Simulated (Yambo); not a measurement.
Yambo run on YOF (space group P4/nmm, No. 129). The wavefunctions are PBEsol (Quantum ESPRESSO, PseudoDojo norm-conserving, 84 Ry, with spin-orbit coupling) ones on a 4×4×2 mesh (48 occupied bands); a = 3.8323 Å, b = 3.8323 Å, c = 5.4467 Å, α = 90.00°, β = 90.00°, γ = 90.00°.

Yambo input:

```
rim_cut
HF_and_locXC
RandQpts= 1000000
RandGvec= 1 Ry
EXXRLvcs= 84 Ry
VXCRLvcs= 336 Ry
% QPkrange
 1 | 1 | 46 | 50 |
 2 | 2 | 48 | 49 |
 5 | 5 | 48 | 49 |
 6 | 6 | 48 | 49 |
 8 | 8 | 48 | 49 |
 11 | 11 | 48 | 49 |
 12 | 12 | 48 | 49 |
%
```

k points by index: 1 = Γ, 2 = Z, 5 = X, 6 = R, 8 = (0.25, 0.25, -0.5), 11 = M, 12 = A.

Table of the .hf output:

```
#    K-point    Band    Eo [eV]    Ehf [eV]    Vxc [eV]    Vnlxc [eV]
#
    1    46    -0.267431    -5.468447    -19.28076    -24.48177
    1    47    -0.227205    -5.390872    -19.27052    -24.43419
    1    48    -0.227205    -5.390872    -19.27052    -24.43419
    1    49    4.954737    9.602686    -10.29728    -5.649329
    1    50    4.954737    9.602686    -10.29728    -5.649329
    2    48    -0.106906    -5.343491    -19.62671    -24.86330
    2    49    5.643051    11.27364    -12.63196    -7.001376
    5    48    -0.692466    -6.303568    -19.51904    -25.13014
    5    49    5.507505    10.91864    -12.46229    -7.051151
    6    48    -1.012986    -6.535176    -18.65123    -24.17342
    6    49    6.325284    12.50143    -13.33945    -7.163302
    8    48    0.000000    -5.218840    -19.75324    -24.97208
    8    49    5.471036    10.86904    -12.42336    -7.025348
    11    48    -0.320220    -5.555686    -19.53886    -24.77432
    11    49    5.120833    10.33443    -13.11807    -7.904474
    12    48    -0.351073    -5.567354    -19.43201    -24.64829
    12    49    5.526823    10.86014    -13.42522    -8.091912
```
Exchange alone, without screening.

Geometry of the Materials Project entry, not relaxed at this level.

The structure is a Materials Project entry; no match was found in the copy of COD used, and its stability was not checked.
